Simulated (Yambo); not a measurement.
Yambo run on K₂Pt (space group Fm-3m, No. 225). The wavefunctions come from this Quantum ESPRESSO step (PBEsol, PseudoDojo standard norm-conserving files, fully relativistic):

```
&CONTROL
  calculation = 'nscf'
  pseudo_dir = './pseudo'
  outdir = './out'
/
&SYSTEM
  ibrav = 0
  nat = 3
  ntyp = 2
  ecutwfc = 84.0
  ecutrho = 336.0
  occupations = 'fixed'
  force_symmorphic = .true.
  nbnd = 311
  noncolin = .true.
  lspinorb = .true.
/
&ELECTRONS
  conv_thr = 3.0000000000000004e-09
  diago_full_acc = .true.
  diago_thr_init = 1e-08
/
ATOMIC_SPECIES
K 39.0983 K.upf
Pt 195.0840 Pt.upf
CELL_PARAMETERS angstrom
  0.000000000000   3.736123560000   3.736123560000
  3.736123560000   0.000000000000   3.736123560000
  3.736123560000   3.736123560000   0.000000000000
ATOMIC_POSITIONS crystal
K   0.750000000000   0.750000000000   0.750000000000
K   0.250000000000   0.250000000000   0.250000000000
Pt   0.000000000000   0.000000000000   0.000000000000
K_POINTS automatic
2 2 2 0 0 0
```

Yambo input:

```
rim_cut
gw0
dyson
el_el_corr
HF_and_locXC
ppa
em1d
RandQpts= 1000000
RandGvec= 1 Ry
EXXRLvcs= 84 Ry
VXCRLvcs= 336 Ry
Chimod= "HARTREE"
% BndsRnXp
 9 | 310 |
%
NGsBlkXp= 7 Ry
% LongDrXp
 1.0 | 1.0 | 1.0 |
%
PPAPntXp= 27.2114 eV
% GbndRnge
 1 | 310 |
%
GTermKind= "BG"
DysSolver= "n"
ExtendOut
% QPkrange
 1 | 1 | 36 | 37 |
 2 | 2 | 34 | 38 |
 3 | 3 | 36 | 37 |
%
```

k points by index: 1 = Γ, 2 = L, 3 = X.

Resulting energies as the program prints them:

```
#    K-point    Band    Eo [eV]    E [eV]    E-Eo [eV]    Vxc [eV]    Vnlxc [eV]    Sc|Eo [eV]    Sc|E [eV]    dSc/dw|Eo [eV]    Re(Z)    Im(Z)
#
    1    36    -0.029342    -0.698777    -0.669434    -18.87917    -23.20875    3.456710    3.660142    -8.267189    0.766978    -0.001582
    1    37    2.742266    3.462052    0.719787    -9.070224    -4.824742    -3.356630    -3.525696    -6.390317    0.809819    -0.001408
    2    34    -0.088701    -0.742244    -0.653544    -18.44581    -22.56542    3.268723    3.466070    -8.215002    0.768108    -0.001530
    2    35    -0.079337    -0.745147    -0.665810    -18.63824    -22.90770    3.402056    3.603648    -8.237028    0.767630    -0.001566
    2    36    -0.079337    -0.745147    -0.665811    -18.63824    -22.90770    3.402056    3.603648    -8.237028    0.767630    -0.001566
    2    37    0.972207    1.137851    0.165644    -7.227017    -3.895068    -3.129311    -3.166305    -6.072884    0.817543    -0.001382
    2    38    0.972207    1.137851    0.165644    -7.227017    -3.895068    -3.129311    -3.166305    -6.072884    0.817543    -0.001382
    3    36    0.000000    -0.631573    -0.631573    -18.90350    -23.12562    3.398119    3.590550    -8.288829    0.766510    -0.001576
    3    37    1.193284    1.580434    0.387150    -7.979653    -4.314414    -3.187781    -3.278090    -6.345216    0.810907    -0.001574
```
(The two width columns are left out.) Convergence of these settings isn't established.

Geometry relaxed with PBEsol.

The structure is a Materials Project entry; no match was found in the copy of COD used, and its stability was not checked.
